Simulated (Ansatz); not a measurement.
A relaxed cell of MnCoC₄N₄ is given with its symmetry left out. The cell was found from a structure generator's guess, not taken from experiment.

The calculation used Ansatz, DFT PBE, scalar-relativistic, plane waves, PAW. Cutoff 420 eV, Γ-centred mesh, Gaussian smearing, collinear spin.

```xyz
10
Lattice="5.9386 0.0000 0.0000 0.0000 5.9386 0.0000 0.0000 0.0000 5.9386" Properties=species:S:1:pos:R:3 pbc="T T T"
Mn    0.0000    0.0000    0.0000
Co    2.9693    2.9693    2.9693
C     1.1904    1.1904    1.1904
C     1.1904    4.7482    4.7482
C     4.7482    1.1904    4.7482
C     4.7482    4.7482    1.1904
N     1.8663    1.8663    1.8663
N     1.8663    4.0723    4.0723
N     4.0723    1.8663    4.0723
N     4.0723    4.0723    1.8663
```

The zero of energy is the elements' standard structures at the same level (N₂ as a molecule); no fitted shifts are applied.

Task: What space group does it have?

Result: P-43m (No. 215). Conventional cell: a = 5.939 Å. Mn has 4 C at 2.06 Å; around Co lie 4 N at 1.91 Å; C is surrounded by 1 N at 1.17 Å and 1 Mn at 2.06 Å; N is surrounded by 1 C at 1.17 Å and 1 Co at 1.91 Å.

Task: What is its formation energy per atom?

Result: +0.412 eV/atom. It can't be a ground state, since the elements alone are lower.

Task: Is it a metal?

Result: No, the gap on the 6×6×6 mesh is 1.22 eV.

Task: Which magnetic moments does it keep?

Result: 0.20 μB per atom net, the space between the atoms included; by site: Mn 3.6; Co -2.2 μB.

Task: From what recipe could a structure generator have reached it?

Result: One such recipe: two interpenetrating cyanide-bridged diamond nets (P-43m, No. 215). Other recipes can lead to the same cell.

The last run used collinear spin, a 6×6×6 mesh for its 10-atom cell and Gaussian smearing of 0.02 eV. Kohn–Sham gaps at this level usually fall short of measured ones. The reference form of C is held partly by dispersion forces, which this level lacks. The magnetic state reached may not be the lowest. Symmetry constrained the relaxation, so the result can be a saddle point.
